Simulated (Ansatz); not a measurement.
AlSiCN in space group P3m1 (No. 156; Al on 1b, Si on 1c, C on 1b, N on 1c) at seven volumes, the program Ansatz at the HSE06 level (PAW), shape and atoms relaxed at each. One row is withheld.

| V (Å³/atom) | P (GPa) |
|---|---|
| 9.415 | ? |
| 9.725 | 15.32 |
| 10.035 | 7.10 |
| 10.346 | -0.01 |
| 10.656 | -6.15 |
| 10.967 | -11.47 |
| 11.277 | -16.06 |

Fit the shown pressures and predict the withheld one.

Third-order Birch–Murnaghan: P = (3/2)B₀(x^(7/2) − x^(5/2))[1 + (3/4)(B′ − 4)(x − 1)] with x = (V₀/V)^(2/3). Least squares on the six rows gives V₀ = 10.345 Å³/atom, B₀ = 219.9 GPa, B′ = 3.85. At V = 9.415, x = 1.0648 and P = 24.83 GPa. The run itself gave 24.82 GPa.

The first step of the workflow began from a Materials Project structure, measured or hypothetical; the Crystallography Open Database copy checked does not list it. Its standing as an ambient phase is unchecked. The cell was relaxed with HSE06 under the symmetry of its start; whether a distortion lowers the energy is not shown.

Potentials: the later of the program's two PAW sets.
